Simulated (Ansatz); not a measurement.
A structure of ZrO2 relaxed with PBEsol (plane waves to 420 eV, PAW, scalar-relativistic; Ansatz, a quantum-chemistry and plane-wave program); single points at other levels follow on the same geometry (Ansatz, PAW; HSE06 at 420 eV on a 6×6×4 k-mesh; no spin-orbit coupling). Space group P4₂/nmc (No. 137).

```cif
data_O4Zr2
_chemical_formula_sum 'Zr2 O4'
_space_group_name_H-M_alt 'P 1'
_space_group_IT_number 1
_cell_length_a 3.58446
_cell_length_b 3.58446
_cell_length_c 5.17872
_cell_angle_alpha 90.000
_cell_angle_beta 90.000
_cell_angle_gamma 90.000
loop_
_space_group_symop_operation_xyz
  'x, y, z'
loop_
_atom_site_label
_atom_site_type_symbol
_atom_site_fract_x
_atom_site_fract_y
_atom_site_fract_z
_atom_site_occupancy
Zr1 Zr 0.00000 0.00000 0.00000 1
Zr2 Zr 0.50000 0.50000 0.50000 1
O1 O 0.00000 0.50000 0.20116 1
O2 O 0.00000 0.50000 0.70116 1
O3 O 0.50000 0.00000 0.29884 1
O4 O 0.50000 0.00000 0.79884 1
```

| level | gap (eV) | kind | conduction minimum |
|---|---|---|---|
| PBEsol | 4.00 | indirect | Γ |
| HSE06 | (withheld) | – | (withheld) |

Problem. Some entries are withheld; supply them.

Solution. 
- HSE06, gap (eV): 5.73
- HSE06, conduction minimum: Γ

HSE06 gaps come from a coarse mesh plus a few chosen points, so they may be too large. No spin polarisation in the result.

The run could not lose the symmetry of its start; a randomly shaken copy of 6 atoms returns to this structure.
